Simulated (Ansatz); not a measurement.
Sr3Pb in the antiAuCu3 structure

Level of theory: DFT, PBEsol, scalar-relativistic, no spin polarisation; plane waves to 420 eV with PAW datasets (Ansatz 0.2.0), Γ-centred 6×6×6 mesh, 0.05 eV Gaussian smearing; PAW files: Ansatz's generated set soft_2.

```cif
data_structure
_symmetry_space_group_name_H-M 'P 1'
_symmetry_Int_Tables_number 1
_cell_length_a 5.3251
_cell_length_b 5.3251
_cell_length_c 5.3251
_cell_angle_alpha 90.000
_cell_angle_beta 90.000
_cell_angle_gamma 90.000
_cell_volume 151.00
loop_
_atom_site_label
_atom_site_type_symbol
_atom_site_fract_x
_atom_site_fract_y
_atom_site_fract_z
_atom_site_occupancy
Sr1 Sr 0.00000 0.50000 0.50000 1
Sr2 Sr 0.50000 0.50000 0.00000 1
Sr3 Sr 0.50000 0.00000 0.50000 1
Pb1 Pb 0.00000 0.00000 0.00000 1
```

The cell came from substitution into a structure type; whether the compound takes it is for experiment to say.

Cell and atoms are those of this level's equilibrium.

Path: Γ–X–M–Γ–R–X | R–M, with Γ = (0.000, 0.000, 0.000), X = (0.000, 0.500, 0.000), M = (0.500, 0.500, 0.000), R = (0.500, 0.500, 0.500) in reciprocal vectors of the calculation's cell.

Q: Is it a metal or an insulator, and if it has a gap, where are the band edges on this path?

A: A metal: bands cross the Fermi level.

Bands as a text map, energy in eV from the Fermi level (dashes), each leg drawn with the same width:
```
  4.86 |  **        **** **** *          *      *****
  4.57 |    *     **  * **         *******  ****    *
  4.29 |   * *    ***   ****   ****   * *      *     
  4.00 |*****    ***** ** ****** *     ** *     *    
  3.71 |  *  *****  **** * *   **********************
  3.43 |   ** **     **** *       ** **** **  ** ****
  3.14 |     * **    *** *        *   * ****    *****
  2.86 |      ******** ***        ****** * ****** *  
  2.57 |      ******  *****      * * ** * **  ***  **
  2.29 |   ***     ******      ** *    ***       ****
  2.00 |  *   ******   * * *     *      ****         
  1.71 | *   *  **      *** * * *        **          
  1.43 |*   *   * *********  * ***       **        **
  1.14 |  ************ *  **   ** *****************  
  0.86 |**** * *        **  **** *     **  *     *   
  0.57 | * **             *** *                 *    
  0.29 | **                 *     *   **       *     
  0.00 |***-----------------**----*---**-------------
 -0.29 | * **    ****  *** ** *  * * ** ***   *      
 -0.57 |     ******* ** ****   **   *    ************
 -0.86 |  ****  *   ****   *   *    ***** * *********
 -1.14 |         *        *     **** *   *    *      
 -1.43 |          *                *  * *      *     
 -1.71 |           *    **            **        *    
 -2.00 |            ****          *    *         ****
 -2.29 |****        *   **********      *            
 -2.57 |    *     **                     *           
 -2.86 |     *****                        **         
        Γ      X      M      Γ      R      XR       M
```

Scalar-relativistic only: spin–orbit splittings of the heavy atoms' levels are missing.
